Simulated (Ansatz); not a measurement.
# Profile along the Pd–O line in CaPd3O4 (space group Pm-3n)

CaPd3O4 (space group Pm-3n)

```
CaPd3O4
1.0
    5.72639     0.00000     0.00000
    0.00000     5.72639     0.00000
    0.00000     0.00000     5.72639
Ca Pd O
2 6 8
Direct
  0.50000   0.50000   0.50000
  0.00000   0.00000   0.00000
  0.00000   0.50000   0.25000
  0.00000   0.50000   0.75000
  0.25000   0.00000   0.50000
  0.75000   0.00000   0.50000
  0.50000   0.25000   0.00000
  0.50000   0.75000   0.00000
  0.25000   0.25000   0.25000
  0.75000   0.75000   0.75000
  0.25000   0.75000   0.75000
  0.75000   0.25000   0.25000
  0.75000   0.75000   0.25000
  0.25000   0.25000   0.75000
  0.75000   0.25000   0.75000
  0.25000   0.75000   0.25000
```

Fields along a shortest Pd–O line of a {100} plane (2.02 Å), from Pd to O, interpolated on the slice's grid (step about 0.2 Å). Computed with PBEsol (plane waves to 420 eV, PAW, scalar-relativistic; Ansatz, a quantum-chemistry and plane-wave program). k mesh 7×7×7. Inside the PAW spheres the values are not all-electron values, and peaks at nuclei hang on which shells count as valence. At this level the bands of CaPd3O4 touch or barely overlap. CaPd3O4 is run without spin polarisation and with no Hubbard U. CaPd3O4 was relaxed with its symmetry unable to fall.

```json
[
 {"distance from Pd (Å)": "0.00", "valence electron density (e/Å³)": "13.86", "electron localisation function": "x"},
 {"distance from Pd (Å)": "0.10", "valence electron density (e/Å³)": "13.69", "electron localisation function": "x"},
 {"distance from Pd (Å)": "0.20", "valence electron density (e/Å³)": "13.03", "electron localisation function": "x"},
 {"distance from Pd (Å)": "0.30", "valence electron density (e/Å³)": "11.67", "electron localisation function": "x"},
 {"distance from Pd (Å)": "0.40", "valence electron density (e/Å³)": "9.64", "electron localisation function": "0.44"},
 {"distance from Pd (Å)": "0.51", "valence electron density (e/Å³)": "7.17", "electron localisation function": "0.44"},
 {"distance from Pd (Å)": "0.61", "valence electron density (e/Å³)": "4.75", "electron localisation function": "0.40"},
 {"distance from Pd (Å)": "0.71", "valence electron density (e/Å³)": "2.80", "electron localisation function": "0.32"},
 {"distance from Pd (Å)": "0.81", "valence electron density (e/Å³)": "1.57", "electron localisation function": "0.23"},
 {"distance from Pd (Å)": "0.91", "valence electron density (e/Å³)": "0.98", "electron localisation function": "0.17"},
 {"distance from Pd (Å)": "1.01", "valence electron density (e/Å³)": "0.77", "electron localisation function": "0.18"},
 {"distance from Pd (Å)": "1.11", "valence electron density (e/Å³)": "0.77", "electron localisation function": "0.32"},
 {"distance from Pd (Å)": "1.21", "valence electron density (e/Å³)": "0.93", "electron localisation function": "0.55"},
 {"distance from Pd (Å)": "1.31", "valence electron density (e/Å³)": "1.29", "electron localisation function": "0.74"},
 {"distance from Pd (Å)": "1.41", "valence electron density (e/Å³)": "1.93", "electron localisation function": "0.81"},
 {"distance from Pd (Å)": "1.52", "valence electron density (e/Å³)": "2.92", "electron localisation function": "0.79"},
 {"distance from Pd (Å)": "1.62", "valence electron density (e/Å³)": "4.20", "electron localisation function": "0.71"},
 {"distance from Pd (Å)": "1.72", "valence electron density (e/Å³)": "5.51", "electron localisation function": "x"},
 {"distance from Pd (Å)": "1.82", "valence electron density (e/Å³)": "6.62", "electron localisation function": "x"},
 {"distance from Pd (Å)": "1.92", "valence electron density (e/Å³)": "7.34", "electron localisation function": "x"},
 {"distance from Pd (Å)": "2.02", "valence electron density (e/Å³)": "7.59", "electron localisation function": "x"}
]
```

x: too close to a nucleus for the ELF to mean much.

Density on the Pd–O line (2.02 Å) at its density minimum, 1.1 Å from Pd: 0.75 e/Å³. ELF at that point: 0.2.
